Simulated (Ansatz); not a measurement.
NbCr₂:
```cif
data_Cr16Nb8
_chemical_formula_sum 'Nb8 Cr16'
_space_group_name_H-M_alt 'Fd-3m :1'
_space_group_IT_number 227
_space_group_name_Hall 'F 4d 2 3 -1d'
_cell_length_a 6.91373
_cell_length_b 6.91373
_cell_length_c 6.91373
_cell_angle_alpha 90.000
_cell_angle_beta 90.000
_cell_angle_gamma 90.000
loop_
_atom_site_label
_atom_site_type_symbol
_atom_site_symmetry_multiplicity
_atom_site_Wyckoff_symbol
_atom_site_fract_x
_atom_site_fract_y
_atom_site_fract_z
_atom_site_occupancy
Nb1 Nb 8 a 0.00000 0.00000 0.00000 1
Cr1 Cr 16 d 0.62500 0.62500 0.62500 1
```
(The calculation used a cell of 6 atoms; values per cell refer to that cell.)

Relaxed with r²SCAN.

Task: Tabulate the valence density and the electron localisation function along the shortest Cr–Cr contact (2.44 Å), r²SCAN in the plane-wave PAW code Ansatz.

Result: 

```csv
distance from Cr (Å),density (e/Å³),ELF
0.24,16.67,0.92
0.37,11.45,0.87
0.49,6.84,0.77
0.61,3.60,0.60
0.73,1.71,0.39
0.86,0.82,0.22
0.98,0.52,0.17
1.10,0.42,0.22
1.22,0.39,0.26
1.34,0.42,0.22
1.47,0.52,0.17
1.59,0.82,0.22
1.71,1.70,0.39
1.83,3.60,0.60
1.96,6.84,0.77
2.08,11.45,0.87
2.20,16.67,0.92
```

The density is the valence pseudo-density with augmentation charge, so density and ELF within about 1 Å of a nucleus are not all-electron values.

The workflow started from an entry of the Crystallography Open Database (COD). Its standing as an ambient phase is unchecked. Symmetry was held in the r²SCAN relaxation; its stability against distortions is not shown here. The workflow began spin-polarised and lost its moments. Its formation energy is positive at this level, so the cell may be metastable or incomplete.

Potentials: the later of the program's two PAW sets.
